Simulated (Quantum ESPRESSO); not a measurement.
Al2GaInAs4, one run as intended and one with a planted mistake

Simulated, not a measurement. The program is pw.x of Quantum ESPRESSO 7.5 (plane-wave density functional theory). The cell is made up: 8 atoms on a zincblende/diamond lattice, with randomly drawn elements, strain and displacements, not relaxed. PseudoDojo standard norm-conserving files (v0.5 for PBE, v0.4.1 for LDA and PBEsol) set the functional; there is no spin polarisation, spin-orbit coupling or dispersion term, and the masses in the input are unused placeholders.

Intended input:

```
&control calculation='scf', pseudo_dir='./dojo.nc.sr.pbe.v0_5.standard.upf', outdir='./o', disk_io='medium', tprnfor=.true., tstress=.true. /
&system ibrav=0, nat=8, ntyp=4, nbnd=52, ecutwfc=84.00895049, nosym=.true., tot_charge=0,
 occupations='smearing', smearing='fd', degauss=0.0018374661
/
&electrons conv_thr=7.350e-09, electron_maxstep=60, /
ATOMIC_SPECIES
Al 1.0 Al.upf
As 1.0 As.upf
Ga 1.0 Ga.upf
In 1.0 In.upf
CELL_PARAMETERS angstrom
5.7421 0.0 0.0
0.0 5.7421 0.0
0.0 0.0 5.7421
ATOMIC_POSITIONS angstrom
Al -0.0077 0.0469 0.0509
Al 0.0383 2.8297 2.7746
Ga 2.7863 -0.0604 2.8541
In 2.9414 2.8074 0.0399
As 1.436 1.1867 1.5189
As 1.4848 4.3346 4.286
As 4.3739 1.3968 4.3738
As 4.3137 4.2958 1.5321
K_POINTS automatic
4 4 4 1 1 1
```

The log is shortened where brackets say so; the opening notice, blank lines, dates and the lines on written files are dropped, and the path of the files is cut. It prints rydbergs, bohrs and kilobars, and counts compression as positive stress.

Log of the intended run:

```
     Program PWSCF v.7.5
     Parallel version (MPI & OpenMP), running on       1 processor cores
     Number of MPI processes:                 1
     Threads/MPI process:                     1
     [start-up lines left out]
     bravais-lattice index     =            0
     lattice parameter (alat)  =      10.8510  a.u.
     unit-cell volume          =    1277.6410 (a.u.)^3
     number of atoms/cell      =            8
     number of atomic types    =            4
     number of electrons       =        92.00
     number of Kohn-Sham states=           52
     kinetic-energy cutoff     =      84.0090  Ry
     charge density cutoff     =     336.0358  Ry
     scf convergence threshold =      7.3E-09
     mixing beta               =       0.7000
     number of iterations used =            8  plain     mixing
     Exchange-correlation= PBE
                           (   1   4   3   4   0   0   0)
     [axes and pseudopotential details left out]
   Cartesian axes
     site n.     atom                  positions (alat units)
         1        Al     tau(   1) = (  -0.0013410   0.0081677   0.0088644  )
         2        Al     tau(   2) = (   0.0066700   0.4927988   0.4832030  )
         3        Ga     tau(   3) = (   0.4852406  -0.0105188   0.4970481  )
         4        In     tau(   4) = (   0.5122516   0.4889152   0.0069487  )
         5        As     tau(   5) = (   0.2500827   0.2066666   0.2645199  )
         6        As     tau(   6) = (   0.2585814   0.7548806   0.7464168  )
         7        As     tau(   7) = (   0.7617248   0.2432560   0.7617074  )
         8        As     tau(   8) = (   0.7512408   0.7481235   0.2668188  )
     number of k points=    32  Fermi-Dirac smearing, width (Ry)=  0.0018
                       cart. coord. in units 2pi/alat
        k(    1) = (   0.1250000   0.1250000   0.1250000), wk =   0.0625000
        k(    2) = (   0.1250000   0.1250000   0.3750000), wk =   0.0625000
     [further k points left out]
     Dense  grid:   133123 G-vectors     FFT dimensions: (  64,  64,  64)
     Estimated max dynamical RAM per process >     194.45 MB
     Initial potential from superposition of free atoms
     starting charge      91.9876, renormalised to      92.0000
     Starting wfcs are   62 randomized atomic wfcs
     total cpu time spent up to now is       22.6 secs
     per-process dynamical memory:   103.2 Mb
     Self-consistent Calculation
     iteration #  1     ecut=    84.01 Ry     beta= 0.70
     Davidson diagonalization with overlap
     ethr =  1.00E-02,  avg # of iterations =  4.2
     Threshold (ethr) on eigenvalues was too large:
     Diagonalizing with lowered threshold
     Davidson diagonalization with overlap
     ethr =  2.72E-04,  avg # of iterations =  3.1
     total cpu time spent up to now is      117.0 secs
     total energy              =   -1143.75956308 Ry
     estimated scf accuracy    <       0.26077937 Ry
     iteration #  2     ecut=    84.01 Ry     beta= 0.70
     Davidson diagonalization with overlap
     ethr =  2.83E-04,  avg # of iterations =  3.1
     total cpu time spent up to now is      165.7 secs
     total energy              =   -1143.80623328 Ry
     estimated scf accuracy    <       0.05090042 Ry
     [iterations 3 to 9 left out]
     iteration # 10     ecut=    84.01 Ry     beta= 0.70
     Davidson diagonalization with overlap
     ethr =  3.06E-11,  avg # of iterations =  2.0
     total cpu time spent up to now is      532.9 secs
     total energy              =   -1143.81932468 Ry
     estimated scf accuracy    <          7.5E-09 Ry
     iteration # 11     ecut=    84.01 Ry     beta= 0.70
     Davidson diagonalization with overlap
     ethr =  8.14E-12,  avg # of iterations =  2.3
     total cpu time spent up to now is      574.7 secs
     End of self-consistent calculation
     [lines on levels left out]
!    total energy              =   -1143.81932469 Ry
     estimated scf accuracy    <          2.4E-10 Ry
     smearing contrib. (-TS)   =      -0.00000000 Ry
     internal energy E=F+TS    =   -1143.81932469 Ry
     The total energy is F=E-TS. E is the sum of the following terms:
     one-electron contribution =    -677.22830683 Ry
     hartree contribution      =     388.35039262 Ry
     xc contribution           =    -276.55318259 Ry
     ewald contribution        =    -578.38822789 Ry
     convergence has been achieved in  11 iterations
     Forces acting on atoms (cartesian axes, Ry/au):
     atom    1 type  1   force =    -0.00409484   -0.05429391   -0.01853300
     atom    2 type  1   force =     0.01028693   -0.00621443    0.04426672
     atom    3 type  3   force =     0.06852109   -0.01187970    0.05007424
     atom    4 type  4   force =    -0.04224767    0.00730340    0.01239283
     atom    5 type  2   force =    -0.02759687    0.07689406   -0.02191560
     atom    6 type  2   force =    -0.05606581   -0.01771584    0.01018942
     atom    7 type  2   force =     0.02124084   -0.02276735   -0.07481206
     atom    8 type  2   force =     0.02995634    0.02867377   -0.00166255
     Total force =     0.183717     Total SCF correction =     0.000092
     Computing stress (Cartesian axis) and pressure
          total   stress  (Ry/bohr**3)                   (kbar)     P=       48.03
   0.00032881  -0.00011990   0.00009749           48.37      -17.64       14.34
  -0.00011990   0.00031337  -0.00003298          -17.64       46.10       -4.85
   0.00009749  -0.00003298   0.00033733           14.34       -4.85       49.62
     init_run     :     20.53s CPU     22.39s WALL (       1 calls)
     electrons    :    509.84s CPU    552.14s WALL (       1 calls)
     forces       :      5.85s CPU      5.92s WALL (       1 calls)
     stress       :     20.56s CPU     20.64s WALL (       1 calls)
     [timing details left out]
     PWSCF        :   9m17.11s CPU  10m 2.44s WALL
     JOB DONE.
```

A second run has one planted mistake: the cell has the wrong charge. The input lines that differ, file-writing options aside:

```
- &system ibrav=0, nat=8, ntyp=4, nbnd=52, ecutwfc=84.00895049, nosym=.true., tot_charge=0,
+ &system ibrav=0, nat=8, ntyp=4, nbnd=53, ecutwfc=84.00895049, nosym=.true., tot_charge=-1,
```

Its log:

```
     Program PWSCF v.7.5
     Parallel version (MPI & OpenMP), running on       1 processor cores
     Number of MPI processes:                 1
     Threads/MPI process:                     1
     [start-up lines left out]
     bravais-lattice index     =            0
     lattice parameter (alat)  =      10.8510  a.u.
     unit-cell volume          =    1277.6410 (a.u.)^3
     number of atoms/cell      =            8
     number of atomic types    =            4
     number of electrons       =        93.00
     number of Kohn-Sham states=           53
     kinetic-energy cutoff     =      84.0090  Ry
     charge density cutoff     =     336.0358  Ry
     scf convergence threshold =      7.3E-09
     mixing beta               =       0.7000
     number of iterations used =            8  plain     mixing
     Exchange-correlation= PBE
                           (   1   4   3   4   0   0   0)
     [axes and pseudopotential details left out]
   Cartesian axes
     site n.     atom                  positions (alat units)
         1        Al     tau(   1) = (  -0.0013410   0.0081677   0.0088644  )
         2        Al     tau(   2) = (   0.0066700   0.4927988   0.4832030  )
         3        Ga     tau(   3) = (   0.4852406  -0.0105188   0.4970481  )
         4        In     tau(   4) = (   0.5122516   0.4889152   0.0069487  )
         5        As     tau(   5) = (   0.2500827   0.2066666   0.2645199  )
         6        As     tau(   6) = (   0.2585814   0.7548806   0.7464168  )
         7        As     tau(   7) = (   0.7617248   0.2432560   0.7617074  )
         8        As     tau(   8) = (   0.7512408   0.7481235   0.2668188  )
     number of k points=    32  Fermi-Dirac smearing, width (Ry)=  0.0018
                       cart. coord. in units 2pi/alat
        k(    1) = (   0.1250000   0.1250000   0.1250000), wk =   0.0625000
        k(    2) = (   0.1250000   0.1250000   0.3750000), wk =   0.0625000
     [further k points left out]
     Dense  grid:   133123 G-vectors     FFT dimensions: (  64,  64,  64)
     Estimated max dynamical RAM per process >     195.74 MB
     Initial potential from superposition of free atoms
     starting charge      91.9876, renormalised to      93.0000
     Starting wfcs are   62 randomized atomic wfcs
     total cpu time spent up to now is       27.2 secs
     per-process dynamical memory:   103.5 Mb
     Self-consistent Calculation
     iteration #  1     ecut=    84.01 Ry     beta= 0.70
     Davidson diagonalization with overlap
     ethr =  1.00E-02,  avg # of iterations =  4.3
     Threshold (ethr) on eigenvalues was too large:
     Diagonalizing with lowered threshold
     Davidson diagonalization with overlap
     ethr =  3.04E-04,  avg # of iterations =  3.3
     total cpu time spent up to now is      138.5 secs
     total energy              =   -1143.04538392 Ry
     estimated scf accuracy    <       0.30971813 Ry
     iteration #  2     ecut=    84.01 Ry     beta= 0.70
     Davidson diagonalization with overlap
     ethr =  3.33E-04,  avg # of iterations =  5.6
     total cpu time spent up to now is      195.0 secs
     total energy              =   -1143.08981881 Ry
     estimated scf accuracy    <       0.17663948 Ry
     [iterations 3 to 9 left out]
     iteration # 10     ecut=    84.01 Ry     beta= 0.70
     Davidson diagonalization with overlap
     ethr =  2.17E-11,  avg # of iterations =  3.8
     total cpu time spent up to now is      616.7 secs
     total energy              =   -1143.14014711 Ry
     estimated scf accuracy    <          8.2E-09 Ry
     iteration # 11     ecut=    84.01 Ry     beta= 0.70
     Davidson diagonalization with overlap
     ethr =  8.79E-12,  avg # of iterations =  2.2
     total cpu time spent up to now is      656.6 secs
     End of self-consistent calculation
     [lines on levels left out]
!    total energy              =   -1143.14014711 Ry
     estimated scf accuracy    <          1.3E-09 Ry
     smearing contrib. (-TS)   =      -0.00012632 Ry
     internal energy E=F+TS    =   -1143.14002079 Ry
     The total energy is F=E-TS. E is the sum of the following terms:
     one-electron contribution =    -675.76574898 Ry
     hartree contribution      =     388.25674468 Ry
     xc contribution           =    -277.24278860 Ry
     ewald contribution        =    -578.38822789 Ry
     convergence has been achieved in  11 iterations
     Forces acting on atoms (cartesian axes, Ry/au):
     atom    1 type  1   force =    -0.00261539   -0.04679519   -0.01154180
     atom    2 type  1   force =     0.01185239   -0.00926437    0.03229030
     atom    3 type  3   force =     0.06506099   -0.00728042    0.04310618
     atom    4 type  4   force =    -0.04464139    0.00388770    0.01822835
     atom    5 type  2   force =    -0.03119883    0.07272295   -0.02052001
     atom    6 type  2   force =    -0.05820586   -0.01797598    0.01199412
     atom    7 type  2   force =     0.02572376   -0.02410491   -0.07382467
     atom    8 type  2   force =     0.03402434    0.02881022    0.00026754
     Total force =     0.176923     Total SCF correction =     0.000212
     Computing stress (Cartesian axis) and pressure
          total   stress  (Ry/bohr**3)                   (kbar)     P=      159.56
   0.00109481  -0.00013313   0.00010369          161.05      -19.58       15.25
  -0.00013313   0.00106952  -0.00004298          -19.58      157.33       -6.32
   0.00010369  -0.00004298   0.00108958           15.25       -6.32      160.28
     init_run     :     24.34s CPU     26.98s WALL (       1 calls)
     electrons    :    595.87s CPU    629.48s WALL (       1 calls)
     forces       :      6.30s CPU      6.35s WALL (       1 calls)
     stress       :     23.54s CPU     23.64s WALL (       1 calls)
     [timing details left out]
     PWSCF        :  10m50.56s CPU  11m28.52s WALL
     JOB DONE.
```

```
                                            intended run  run with the mistake
                          free energy (eV)    -15562.455            -15553.214
                    smearing term -TS (eV)        0.0000               -0.0017
                            pressure (GPa)          4.80                 15.96
            largest force component (eV/Å)         1.977                 1.898
largest change of a force component (eV/Å)                               0.308
                                iterations            11                    11
```

For scale, a rerun of the intended cell at 1437 eV and a 6 x 6 x 6 mesh moved values by no more than 0.011 eV in energy, 0.02 GPa in stress and 0.003 eV/Å in force. The charged cell sits in a uniform background, so its energy and stress rest on the program's zero of potential. The number of bands, nbnd, was set by rule from the electron count and the smearing, so it follows the mistake.